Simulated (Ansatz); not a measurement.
# TiAl: stationary points along a deformation path

All numbers below come from DFT LDA, scalar-relativistic, plane waves, PAW (Ansatz). Cutoff 420 eV, Γ-centred 16×16×16 k-points, Gaussian smearing of 0.15 eV. No spin polarisation. Energies are free energies at this smearing, counted from the undisturbed cell; pressure is positive in compression.

The undisturbed cell (as given, not relaxed at this level; it stands at -5.8 GPa, and it needn't be the usual structure):

```
Ti Al
1.0
     3.17906    0.00000    0.00000
     0.00000    3.17906    0.00000
     0.00000    0.00000    3.17906
Ti Al
1 1
Direct
  0.00000 0.00000 0.00000
  0.50000 0.50000 0.50000
```

At fixed volume and fractional coordinates, lengths along (0.577, 0.577, 0.577) are scaled against those across it; ρ is that ratio over its starting value. V = 16.065 Å³/atom. Δσ is the stress along the axis less the mean stress across it (compression positive).

| ρ | ΔE (meV/atom) | Δσ (GPa) | space group |
| --- | --- | --- | --- |
| 0.500 | 5517.5 | 286.44 | R-3m |
| 0.600 | 2632.6 | 184.87 | R-3m |
| 0.710 | 1036.8 | 103.60 | R-3m |
| 0.850 | 182.1 | 39.34 | R-3m |
| 0.930 | 28.5 | 13.18 | R-3m |
| 1.000 | 0.0 | 0.00 | Pm-3m |
| 1.080 | 18.7 | -6.51 | R-3m |
| 1.200 | 84.4 | -10.94 | R-3m |
| 1.410 | 232.9 | -17.80 | R-3m |
| 1.700 | 459.9 | -15.60 | R-3m |
| 2.000 | 542.1 | 0.00 | Fm-3m |

Task: How does the stress give the slope of the energy, and where is the energy stationary?

Result: Along the path d ln(length) is 2/3 d ln ρ on the axis and −1/3 d ln ρ across it, so dE/d ln ρ = −(2/3) V Δσ: the energy falls with ρ where Δσ is positive. Δσ vanishes or changes sign at ρ = 1.000 (Pm-3m), a minimum at 0.0 meV/atom; at ρ = 2.000 (Fm-3m, an end of the scan), at 542.1 meV/atom. Pairs of stationary points between two samples would go unseen, and could change a minimum read from distant neighbours into a maximum. At ρ = 1.000, 2.000 the cell is cubic, where symmetry alone makes the stress isotropic and the slope zero.

Task: Which shear constant sets the curvature at ρ = 1?

Result: For a cubic crystal E/V = (2/3) C (ln ρ)² with C = C44, so Δσ = −2C ln ρ. The parabola of Δσ against ln ρ through ρ = 0.930, 1 and 1.080 gives C ≈ 67 GPa with the ions clamped, rough because the steps are large. It is the stress–strain coefficient at this cell's pressure of -5.8 GPa, not the zero-pressure constant.

In a metal these slopes depend on the k mesh and the smearing.

Cost: 11 runs of about 1.7 core-minutes in all, on Intel Xeon Platinum 8259CL (Skylake/Cascade Lake) (shared hosts).